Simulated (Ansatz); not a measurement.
Pt: stationary points along a deformation path

These are results of Ansatz 0.2.0, DFT PBEsol, scalar-relativistic, plane waves, PAW, not measurements. The runs took a 420 eV cutoff, a Γ-centred 24×24×12 mesh and Gaussian smearing (0.15 eV). Spin–orbit coupling is left out, which can shift energies with elements as heavy as these. No spin polarisation. Energies are free energies at this smearing, counted from the undisturbed cell; pressure is positive in compression.

The undisturbed cell (as given, not relaxed at this level; it stands at -10.8 GPa; this form isn't the usual structure):

```
CELL_PARAMETERS angstrom
2.76067 0.00000 0.00000
-1.38033 2.39081 0.00000
0.00000 0.00000 4.79213
ATOMIC_POSITIONS crystal
Pt 0.66667 0.33333 0.75000
Pt 0.33333 0.66667 0.25000
```

At fixed volume and fractional coordinates, lengths along (0.000, 0.000, 1.000) are scaled against those across it; ρ is that ratio over its starting value. V = 15.815 Å³/atom. Δσ is the stress along the axis less the mean stress across it (compression positive).

```csv
ρ,ΔE (meV/atom),Δσ (GPa),space group
0.800,116.7,10.08,P6_3/mmc
0.850,77.4,9.43,P6_3/mmc
0.920,29.2,8.97,P6_3/mmc
0.960,7.8,5.75,P6_3/mmc
1.000,0.0,-0.33,P6_3/mmc
1.050,15.9,-9.84,P6_3/mmc
1.100,61.4,-20.08,P6_3/mmc
1.200,237.3,-41.90,P6_3/mmc
1.300,516.6,-64.37,P6_3/mmc
```

**Question.** How does the stress give the slope of the energy, and where is the energy stationary?

**Answer.** Along the path d ln(length) is 2/3 d ln ρ on the axis and −1/3 d ln ρ across it, so dE/d ln ρ = −(2/3) V Δσ: the energy falls with ρ where Δσ is positive. Δσ vanishes or changes sign between ρ = 0.960 and 1.000, a minimum (near 1.00 by linear interpolation). Pairs of stationary points between two samples would go unseen, and could change a minimum read from distant neighbours into a maximum.

**Question.** Integrate that slope from ρ = 1 to 1.200 by the trapezoid rule.

**Answer.** With V/N in Å³ and 1 eV/Å³ = 160.2 GPa the slopes at ρ = 1.000, 1.050, 1.100, 1.200 are 22, 647, 1322, 2757 meV/atom per unit of ln ρ. The steps add 16.3 + 45.8 + 177.5 = 239.6 meV/atom, against 237.3 from the energies; the trapezoid rule misses the curvature of the slope within each step.

In a metal these slopes depend on the k mesh and the smearing.

Cost: 9 runs of about 3.8 core-minutes in all, on Intel Xeon Processor @ 2.50GHz (Skylake/Cascade Lake) (shared hosts).